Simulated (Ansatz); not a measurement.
SbTeOs:
```yaml
crystal:
  lattice:
    - [6.62330, 0.00000, 0.00000]
    - [0.00000, 6.52835, 0.00000]
    - [-2.72364, 0.00000, 6.11811]
  atoms:
    - { symbol: Sb, position: [0.86024, 0.14063, 0.11405] }
    - { symbol: Sb, position: [0.13976, 0.85937, 0.88595] }
    - { symbol: Sb, position: [0.13976, 0.64063, 0.38595] }
    - { symbol: Sb, position: [0.86024, 0.35937, 0.61405] }
    - { symbol: Te, position: [0.65352, 0.86510, 0.31565] }
    - { symbol: Te, position: [0.34648, 0.13490, 0.68435] }
    - { symbol: Te, position: [0.34648, 0.36510, 0.18435] }
    - { symbol: Te, position: [0.65352, 0.63490, 0.81565] }
    - { symbol: Os, position: [0.72297, 0.49895, 0.20326] }
    - { symbol: Os, position: [0.27703, 0.50105, 0.79674] }
    - { symbol: Os, position: [0.27703, 0.99895, 0.29674] }
    - { symbol: Os, position: [0.72297, 0.00105, 0.70326] }
```

This is the PBEsol-relaxed structure. x, y and z are the axes in which the lattice vectors are written.

Question: All from PBEsol in the plane-wave PAW code Ansatz, unless another level is named. Estimate the HSE06 gap on the PBEsol cell.

Answer: 1.49 eV.

Question: Predict the band gap.

Answer: 0.92 eV (indirect).

Question: Give the weight of the valence-edge state by species (Voronoi cells).

Answer: Os 61 %, Sb 24 %, Te 15 %.

Question: Give the conduction-band minimum.

Answer: at Γ.

Question: And the weight of the conduction-edge state by species (Voronoi cells)?

Answer: Os 65 %, Te 24 %, Sb 11 %.

Question: And the valence-band maximum?

Answer: off the standard path, at k = (-0.495, 0.000, 0.188).

Space group P2_1/c. The workflow started from a Materials Project entry (that database holds measured and hypothetical structures alike); the Crystallography Open Database copy checked does not list it. Whether it is the stable phase at ambient conditions was not checked. Symmetry was held in the PBEsol relaxation; whether a distortion lowers the energy is not shown. No spin polarisation was allowed. Spin–orbit coupling is left out wherever it is not named.

Potentials: the later of the program's two PAW sets.
